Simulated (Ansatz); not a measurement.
MoS$_{2}$:
```yaml
crystal:
  lattice:
    - [3.17222, 0.00000, 0.00000]
    - [-1.58611, 2.74722, 0.00000]
    - [0.00000, 0.00000, 6.86857]
  atoms:
    - { symbol: Mo, position: [0.00000, 0.00000, 0.00000] }
    - { symbol: S, position: [0.33333, 0.66667, 0.22629] }
    - { symbol: S, position: [0.33333, 0.66667, 0.77371] }
```

Relaxed with r²SCAN+D4.

Q: Give the Bader charges and basin volumes of the independent atoms, r²SCAN+D4 (plane waves, PAW; program Ansatz).

A: 

```
atom  Bader charge (e)  Bader volume (Å³)
----  ----------------  -----------------
Mo1              +1.32               12.3
S2               -0.66               23.7
```

Space group P-6m2. The workflow started from a Materials Project entry (that database holds measured and hypothetical structures alike); the Crystallography Open Database copy checked does not list it. It is not the phase usual at ambient conditions (space group No. 160, 194). The cell keeps a stress of up to 0.2 GPa. The cell was relaxed with r²SCAN+D4 under the symmetry of its start. At this level the phase is mechanically unstable. No spin polarisation was allowed.

Potentials: the later of the program's two PAW sets.
